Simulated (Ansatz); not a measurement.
ZnBr₂:
```
ZnBr2
1.0
    1.86924     1.07920     6.29080
   -1.86924     1.07920     6.29080
    0.00000    -2.15841     6.29080
Zn Br
1 2
Direct
  0.00000   0.00000   0.00000
  0.25526   0.25526   0.25526
  0.74474   0.74474   0.74474
```

r²SCAN+D4 in the plane-wave PAW code Ansatz gives a gap of 3.72 eV without spin–orbit coupling, maximum off the standard path, at k = (0.292, 0.427, 0.427) in fractions of the reciprocal vectors, minimum at F.

Task: What happens when spin–orbit coupling is switched on?

Result: The gap falls by 0.12 eV, to 3.60 eV; maximum at T, minimum at F.

Task: Give the electron effective mass with spin–orbit coupling.

Result: 0.36, 0.51, 0.78 mₑ (principal values).

Task: Give the hole effective mass with spin–orbit coupling.

Result: 0.69, 0.69, 6.4 mₑ (principal values).

Space group R-3m. The workflow started from an entry of the Crystallography Open Database (COD), which files this formula under 2 space groups. Whether it is the stable phase at ambient conditions was not checked. Symmetry was held in the r²SCAN+D4 relaxation; its stability against distortions is not shown here.

Potentials: the later of the program's two PAW sets.
